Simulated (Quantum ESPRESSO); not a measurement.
ZnTaMo4TiCu, a curve over one atom's position

A calculation, not a measurement. The program is pw.x of Quantum ESPRESSO 7.5 (plane-wave density functional theory). The cell is made up: eight metal atoms on a hexagonal close-packed lattice, with elements, volume, strain and displacements drawn at random and not relaxed, so it may be unstable or far from any real phase. PseudoDojo standard norm-conserving files set the functional (PBE unless stated); there is no spin polarisation or spin-orbit coupling, the Fermi-Dirac width of 0.25 eV means electrons at about 2900 K, and the masses in the input are unused placeholders. The copper pseudopotential is less sure than most, with forces differing by about three percent and pressure by about two GPa from a second method on plain copper. Heavy elements are run without spin-orbit coupling, which real alloys of them have. A spin test at this wide smearing found no moment, but such smearing suppresses magnetism that the real alloy may have.

Seven runs move atom 2 (Ta, counted in the order of the input) along y and keep all else fixed.

Input of the run at +0.0384:

```
&control calculation='scf', pseudo_dir='./dojo.nc.sr.pbe.v0_5.standard.upf', outdir='./o', disk_io='minimal', tprnfor=.true., tstress=.true. /
&system ibrav=0, nat=8, ntyp=5, nbnd=76, ecutwfc=92.02030273, nosym=.true., tot_charge=0,
 occupations='smearing', smearing='fd', degauss=0.0183746611
/
&electrons conv_thr=1.470e-08, electron_maxstep=70, mixing_beta=0.5 /
ATOMIC_SPECIES
Cu 1.0 Cu.upf
Mo 1.0 Mo.upf
Ta 1.0 Ta.upf
Ti 1.0 Ti.upf
Zn 1.0 Zn.upf
CELL_PARAMETERS angstrom
0.0 0.0 -4.3964
0.0 4.7829 0.0
5.5228 0.0 0.0
ATOMIC_POSITIONS angstrom
Zn -0.0705 -0.0432 0.0526
Ta 2.7631 0.0177 -0.0617
Mo 1.31 2.4403 0.0067
Ti 4.1886 2.4123 -0.034
Cu 0.0068 1.5963 -2.2159
Mo 2.7973 1.5681 -2.1545
Mo 1.3877 3.9796 -2.191
Mo 4.1081 3.9567 -2.2244
K_POINTS automatic
5 5 4 1 1 1
```

```
shift of atom 2 along y (Å)  free energy less that of the input shown (eV)  Fx on atom 2 (eV/Å)  Fy on atom 2 (eV/Å)  Fz on atom 2 (eV/Å)  pressure (GPa)  iterations
                    -0.1494                                         0.0844               -0.803                1.239                0.988           20.36          20
                    -0.1184                                         0.0500               -0.815                0.978                0.988           20.13          20
                    -0.1017                                         0.0348               -0.821                0.840                0.988           20.02          20
                    -0.0494                                         0.0022               -0.836                0.406                0.986           19.74          20
                    +0.0384                                         0.0000               -0.857               -0.371                0.980           19.50          19
                    +0.1677                                         0.1327               -0.898               -1.726                0.966           19.72          20
```

Question: one run is left out of the table, at +0.1024. Estimate its Fy on atom 2 (eV/Å).

Answer: -1.009. The whole row:

| shift of atom 2 along y (Å) | free energy less that of the input shown (eV) | Fx on atom 2 (eV/Å) | Fy on atom 2 (eV/Å) | Fz on atom 2 (eV/Å) | pressure (GPa) | iterations |
| --- | --- | --- | --- | --- | --- | --- |
| +0.1024 | 0.0438 | -0.875 | -1.009 | 0.974 | 19.52 | 19 |

A cubic fit gives dFy/dy = -8.90 eV/Å² at zero shift. Across the table the energy follows minus the integral of the force to 0.1 meV. A rerun of one of the cells at a higher cutoff and on a denser mesh moved values by no more than 0.006 eV in energy, 0.09 GPa in stress and 0.020 eV/Å in force, and a second program with other atomic files agreed on that cell to 2 % rms in force and 0.5 GPa in pressure.